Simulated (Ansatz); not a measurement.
Input:

MgCu3H:
```
MgCu3H
1.0
    3.79618     0.00000     0.00000
    0.00000     3.79618     0.00000
    0.00000     0.00000     3.79618
Mg Cu H
1 3 1
Direct
  0.00000   0.00000   0.00000
  0.50000   0.50000   0.00000
  0.50000   0.00000   0.50000
  0.00000   0.50000   0.50000
  0.50000   0.50000   0.50000
```

This is the r²SCAN-relaxed structure.

Problem. All from r²SCAN (plane waves, PAW; program Ansatz), unless another level is named. Give the electronic character.

Solution. metallic (no gap).

Problem. Predict the formation energy from the elements (no fitted shifts).

Solution. 7.9 kJ/mol of atoms.

Problem. Next, the density of states at the Fermi level?

Solution. 0.22 states/eV per atom (mean over ±0.08 eV).

Space group Pm-3m (anti-perovskite). The start of the workflow was typed in or built on a structure type; neither database checked (COD, Materials Project) lists it. Its standing as an ambient phase is unchecked. Symmetry was held in the r²SCAN relaxation; whether a distortion lowers the energy is not shown. The run is not spin-polarised. The references are the lowest solids computed at this level, not always the standard phases (solids in place of the gases).

Potentials: the earlier of the program's two PAW sets.
